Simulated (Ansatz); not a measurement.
ScPt3:
```yaml
crystal:
  lattice:
    - [-1.98268, 1.98268, 4.07389]
    - [1.98268, -1.98268, 4.07389]
    - [1.98268, 1.98268, -4.07389]
  atoms:
    - { symbol: Pt, position: [0.50000, 0.50000, 0.00000] }
    - { symbol: Pt, position: [0.75000, 0.25000, 0.50000] }
    - { symbol: Pt, position: [0.25000, 0.75000, 0.50000] }
    - { symbol: Sc, position: [0.00000, 0.00000, 0.00000] }
```

This is the r²SCAN-relaxed structure.

Problem. All from DFT-r²SCAN in the program Ansatz with PAW potentials, unless another level is named. Estimate the formation energy from the elements (no fitted shifts).

Solution. -0.97 eV/atom.

Problem. And the density of states at the Fermi level?

Solution. 1.2 states/eV per atom (mean over ±0.08 eV).

Space group I4/mmm. A made-up cell: these elements were put on the sites of a structure type; neither database checked (COD, Materials Project) lists it. COD files the formula under space group No. 221. Whether it is the stable phase at ambient conditions was not checked. The r²SCAN relaxation kept the symmetry of its start; whether a distortion lowers the energy is not shown. The run is not spin-polarised. The references are the lowest solids computed at this level, not always the standard phases. Scalar-relativistic: spin–orbit coupling is off unless named, which matters more the heavier the elements.

Potentials: the earlier of the program's two PAW sets.
